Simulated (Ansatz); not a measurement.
GaAs (zinc blende, F-43m), a = b = c = 5.603 Å, α = β = γ = 90.00°; the cell used has 2 atoms.

Relaxed with LDA.

Question: Decompose the optical modes at the zone centre into irreducible representations, and say which are infrared and Raman allowed.

Answer: Point group -43m: Γ_opt = T2. Infrared: T2. Raman: T2.

Question: Assign frequencies (DFPT, the program Ansatz at the LDA level (PAW); without the LO–TO term).

Answer: T2 269 cm⁻¹.

The LDA relaxation kept the symmetry of its start; phonons on a q-mesh show no instability.

Potentials: the later of the program's two PAW sets.
